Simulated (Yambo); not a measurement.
G0W0@PBEsol for a free-standing CaHBr monolayer (symmetry P4/nmm, slab cell 19.6 Å high) in Yambo. Reference settings: 4×4×1 Γ-centred k mesh, 187 bands and a 7 Ry block in the screening, 187 bands in G with the Bruneval-Gonze terminator, plasmon pole fitted at 27.2 eV, slab-truncated Coulomb interaction, stochastic integration of W near q = 0. The PBEsol gap Γ → Γ on this mesh is 4.09 eV; G0W0 gaps are taken between the same points.

The settings were changed. The gap went from 7.09 eV to 7.20 eV, and the shift of the valence edge from -1.24 eV to -1.09 eV.

Problem. Name the change that produced these shifts.
(A) 68 bands in G, no terminator
(B) no terminator
(C) 68 bands in W, 68 bands in G
(D) 85 bands in W

Solution. B, no terminator. The others gave (gap, valence shift): 68 bands in W, 68 bands in G: 7.12, -0.93 eV; 85 bands in W: 7.10, -1.07 eV; 68 bands in G, no terminator: 7.23, -0.69 eV.

Spin-orbit coupling is not included.

Geometry relaxed with PBEsol; primitive cell a = 3.7727 Å, b = 3.7727 Å, c = 19.6000 Å, α = 90.00°, β = 90.00°, γ = 90.00°.

This is a model layer cut from the bulk structure; whether it is stable on its own was not checked.

A shift is the quasiparticle energy of the state minus its PBEsol energy.
